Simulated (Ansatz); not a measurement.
# Piezoelectric tensor of Al3InAs4

Level of theory: DFT PBE, scalar-relativistic, plane waves, PAW in Ansatz. Cutoff 420 eV, 8×8×4 k-points (Γ-centred), fixed occupations. No spin polarisation.

Equilibrium structure at this level:
```yaml
crystal:
  lattice:
    - [4.12505, 0.00000, 0.00000]
    - [0.00000, 4.12505, 0.00000]
    - [0.00000, 0.00000, 11.69439]
  atoms:
    - { symbol: Al, position: [0.00000, 0.00000, 0.74083] }
    - { symbol: Al, position: [0.50000, 0.50000, 0.50000] }
    - { symbol: Al, position: [0.00000, 0.00000, 0.25917] }
    - { symbol: In, position: [0.50000, 0.50000, 0.00000] }
    - { symbol: As, position: [0.50000, 0.00000, 0.62038] }
    - { symbol: As, position: [0.00000, 0.50000, 0.37962] }
    - { symbol: As, position: [0.50000, 0.00000, 0.14073] }
    - { symbol: As, position: [0.00000, 0.50000, 0.85927] }
```

It was reached by relaxing an invented guess, and it needn't be the stable form of this composition.

Question: Give the relaxed-ion proper piezoelectric stress tensor e_iJ (C/m², Voigt columns xx yy zz yz xz xy).

Answer:
```
x    0.000  0.000  0.000  0.000  0.135  0.000
y    0.000  0.000  0.000 -0.135  0.000  0.000
z    0.114 -0.114  0.000  0.000  0.000  0.000
```
Signs follow the orientation of the cell as given.

Question: With the elastic constants (GPa, Voigt order)
C11 = 116.5, C12 = 24.5, C13 = 45.9, C22 = 116.5, C23 = 45.9, C33 = 93.6, C44 = 45.2, C55 = 45.2, C66 = 24.5 GPa; the others vanish.
find the strain coefficients d = e·C⁻¹ (pC/N).

Answer:
```
x    0.00  0.00  0.00  0.00  2.98  0.00
y    0.00  0.00  0.00 -2.98  0.00  0.00
z    1.24 -1.24  0.00  0.00  0.00  0.00
```
